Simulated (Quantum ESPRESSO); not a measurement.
# Computed records: GaGe6P (made-up cell), AlIn2GaP4 (made-up cell)

Computed with Quantum ESPRESSO 7.5. Calculation on a made-up crystal cell, not a measurement: periodic Kohn-Sham density functional theory in plane waves with PseudoDojo standard norm-conserving scalar-relativistic pseudopotentials, each functional with its own files (v0.5 for PBE, v0.4.1 for LDA and PBEsol), no spin polarisation, no spin-orbit coupling, atoms not relaxed, stress positive in tension, energies less a fixed whole-eV offset for each atom's element; levels are Kohn-Sham levels at fractions of this cell's reciprocal vectors, counted from the reference band (half the neutral cell's valence electrons, rounded up) at Gamma; error bars cover cutoff and k-mesh only, not smearing or the files; added strain carries the atoms with the cell, and shear is the tensor component; each bar is the largest change over components, and at least 0.002 eV, 0.002 eV per angstrom or 0.02 GPa; energies are for the whole cell, and the offsets were chosen from early runs and are not element reference energies.

Settings shared by all entries: lattice type zincblende/diamond; functional pbe; cutoff 1088 eV; scf tolerance 1e-07 eV; electrons removed 0.

(1) 
```cif
# cell vector a (Å): 5.5205 -0.0348 -0.0732
# cell vector b (Å): -0.0348 5.7191 0.0449
# cell vector c (Å): -0.0732 0.0449 5.5820
data_GaGe6P
_symmetry_space_group_name_H-M 'P 1'
_symmetry_Int_Tables_number 1
_cell_length_a 5.5211
_cell_length_b 5.7194
_cell_length_c 5.5827
_cell_angle_alpha 89.085
_cell_angle_beta 91.514
_cell_angle_gamma 90.716
_cell_volume 176.19
loop_
_atom_site_label
_atom_site_type_symbol
_atom_site_fract_x
_atom_site_fract_y
_atom_site_fract_z
_atom_site_occupancy
Ge1 Ge 0.97419 0.99902 0.99793 1
P1 P 0.99455 0.52855 0.48968 1
Ge2 Ge 0.48916 0.98824 0.49377 1
Ga1 Ga 0.51319 0.47594 0.99991 1
Ge3 Ge 0.23828 0.24917 0.25494 1
Ge4 Ge 0.25998 0.73576 0.74083 1
Ge5 Ge 0.72151 0.25441 0.78221 1
Ge6 Ge 0.75129 0.75693 0.28510 1
_calc_fermi_dirac_smearing 0.1  # eV
_calc_k_mesh '6 x 6 x 6, shifted by half a step'
_calc_free_energy_less_offsets -2.102  # eV
_calc_smearing_term_minus_ts -0.03134  # eV
_calc_scf_iterations 10
_calc_pressure 6.8  # GPa
_calc_stress_xx -7.851  # GPa
_calc_stress_yy -5.896  # GPa
_calc_stress_zz -6.652  # GPa
_calc_stress_yz 1.408  # GPa
_calc_stress_xz -0.1471  # GPa
_calc_stress_xy 4.129  # GPa
_calc_fermi_level -0.05972  # eV
_calc_reference_band 51
_calc_error_bar_energy 0.002978  # eV
_calc_error_bar_stress 0.02  # GPa
_calc_error_bar_force 0.006216  # eV/angstrom
_calc_error_bar_next_band_up 0.002  # eV
_calc_error_bar_fermi_level 0.01164  # eV
_calc_error_bars_from 'tighter rerun of this cell'
```

Atoms:
| atoms element | atom site | atom energy offset (eV) |
| --- | --- | --- |
| Ge | 1 | -2430 |
| P | 2 | -189 |
| Ge | 3 | -2430 |
| Ga | 4 | -2080 |
| Ge | 5 | -2430 |
| Ge | 6 | -2430 |
| Ge | 7 | -2430 |
| Ge | 8 | -2430 |

Forces:
| site | x (eV/Å) | y (eV/Å) | z (eV/Å) |
| --- | --- | --- | --- |
| 1 | 1.447 | -0.8116 | 0.1244 |
| 2 | 0.8763 | -2.379 | 1.513 |
| 3 | -0.04612 | 1.509 | 1.036 |
| 4 | -2.017 | 2.886 | 2.516 |
| 5 | -0.2596 | 0.4932 | -0.5961 |
| 6 | -0.5974 | 0.08518 | 1.539 |
| 7 | 1.641 | -1.57 | -3.393 |
| 8 | -1.043 | -0.213 | -2.738 |

Levels:
| level k point | next band up (eV) |
| --- | --- |
| Gamma | 0.1502 |
| (1/2,1/2,1/2) | -0.3061 |
| (0.15,0,0) | 0.07943 |
| (0,0.15,0) | 0.2164 |
| (0,0,0.15) | 0.08208 |

(2) 
```cif
# cell vector a (Å): 5.7637 0.0000 -0.0694
# cell vector b (Å): 0.0000 5.6757 0.0335
# cell vector c (Å): -0.0694 0.0335 5.5552
data_AlIn2GaP4
_symmetry_space_group_name_H-M 'P 1'
_symmetry_Int_Tables_number 1
_cell_length_a 5.7641
_cell_length_b 5.6758
_cell_length_c 5.5557
_cell_angle_alpha 89.316
_cell_angle_beta 91.406
_cell_angle_gamma 90.004
_cell_volume 181.69
loop_
_atom_site_label
_atom_site_type_symbol
_atom_site_fract_x
_atom_site_fract_y
_atom_site_fract_z
_atom_site_occupancy
Ga1 Ga 0.98989 0.99587 0.99462 1
In1 In 0.99161 0.49614 0.47354 1
In2 In 0.49346 0.00734 0.49035 1
Al1 Al 0.51560 0.49742 0.97615 1
P1 P 0.26220 0.24103 0.24977 1
P2 P 0.24696 0.76268 0.74750 1
P3 P 0.72805 0.24935 0.74897 1
P4 P 0.75951 0.74705 0.24928 1
_calc_fermi_dirac_smearing 0.025  # eV
_calc_k_mesh '4 x 4 x 4, shifted by half a step'
_calc_free_energy_less_offsets 0.078  # eV
_calc_smearing_term_minus_ts 0  # eV
_calc_scf_iterations 10
_calc_pressure 4.931  # GPa
_calc_stress_xx -3.765  # GPa
_calc_stress_yy -5.275  # GPa
_calc_stress_zz -5.752  # GPa
_calc_stress_yz 2.515  # GPa
_calc_stress_xz -3.323  # GPa
_calc_stress_xy 3.23  # GPa
_calc_error_bar_energy 0.007275  # eV
_calc_error_bar_stress 0.02  # GPa
_calc_error_bar_force 0.002  # eV/angstrom
_calc_error_bars_from 'tighter rerun of a related cell'
```

Atoms:
| atoms element | atom site | atom energy offset (eV) |
| --- | --- | --- |
| Ga | 1 | -2080 |
| In | 2 | -1808 |
| In | 3 | -1808 |
| Al | 4 | -64 |
| P | 5 | -189 |
| P | 6 | -189 |
| P | 7 | -189 |
| P | 8 | -189 |

Forces:
| site | x (eV/Å) | y (eV/Å) | z (eV/Å) |
| --- | --- | --- | --- |
| 1 | 0.4911 | 0.2647 | 0.1025 |
| 2 | 1.535 | -1.194 | 1.884 |
| 3 | 0.9434 | -1.936 | 0.6056 |
| 4 | -1.193 | 0.8076 | 1.123 |
| 5 | -1.517 | 1.702 | -3.151 |
| 6 | -0.3171 | -1.044 | 1.061 |
| 7 | 1.837 | 0.1914 | 0.809 |
| 8 | -1.779 | 1.208 | -2.433 |

(3) 
```cif
# cell vector a (Å): 5.7637 0.0000 -0.0694
# cell vector b (Å): 0.0000 5.6757 0.0335
# cell vector c (Å): -0.0694 0.0335 5.5552
data_AlIn2GaP4
_symmetry_space_group_name_H-M 'P 1'
_symmetry_Int_Tables_number 1
_cell_length_a 5.7641
_cell_length_b 5.6758
_cell_length_c 5.5557
_cell_angle_alpha 89.316
_cell_angle_beta 91.406
_cell_angle_gamma 90.004
_cell_volume 181.69
loop_
_atom_site_label
_atom_site_type_symbol
_atom_site_fract_x
_atom_site_fract_y
_atom_site_fract_z
_atom_site_occupancy
Ga1 Ga 0.98989 0.99587 0.99462 1
In1 In 0.99161 0.49614 0.47354 1
In2 In 0.49346 0.00734 0.49035 1
Al1 Al 0.51560 0.49742 0.97615 1
P1 P 0.26220 0.24103 0.24977 1
P2 P 0.24696 0.76268 0.74750 1
P3 P 0.73545 0.24934 0.74906 1
P4 P 0.75951 0.74705 0.24928 1
_calc_fermi_dirac_smearing 0.025  # eV
_calc_k_mesh '4 x 4 x 4, shifted by half a step'
_calc_stress_xz ?
```

Atoms:
| atoms element | atom site | atom energy offset (eV) |
| --- | --- | --- |
| Ga | 1 | -2080 |
| In | 2 | -1808 |
| In | 3 | -1808 |
| Al | 4 | -64 |
| P | 5 | -189 |
| P | 6 | -189 |
| P | 7 | -189 |
| P | 8 | -189 |

To be estimated
1. Give the missing stress xz for AlIn2GaP4 (made-up cell) (entry 3).
2. Give the table of forces values for AlIn2GaP4 (made-up cell) (entry 3).

## Answers
1. -3.259 GPa
2. 
Forces:
| site | x (eV/Å) | y (eV/Å) | z (eV/Å) |
| --- | --- | --- | --- |
| 1 | 0.5616 | 0.2073 | 0.1506 |
| 2 | 1.611 | -1.128 | 1.806 |
| 3 | 1.075 | -1.793 | 0.7557 |
| 4 | -1.07 | 0.6807 | 1.014 |
| 5 | -1.469 | 1.702 | -3.149 |
| 6 | -0.2744 | -1.036 | 1.06 |
| 7 | 1.347 | 0.1582 | 0.7954 |
| 8 | -1.782 | 1.21 | -2.433 |

Further results for AlIn2GaP4 (made-up cell) (entry 3):

```
free energy less offsets : 0.01015 eV
smearing term minus ts   : 0 eV
scf iterations           : 10
pressure                 : 4.795 GPa
stress xx                : -3.729 GPa
stress yy                : -5.079 GPa
stress zz                : -5.577 GPa
stress yz                : 2.904 GPa
stress xy                : 3.247 GPa
error bar energy         : 0.007275 eV
error bar stress         : 0.02 GPa
error bar force          : 0.002 eV/Å
error bars from          : tighter rerun of a related cell
```
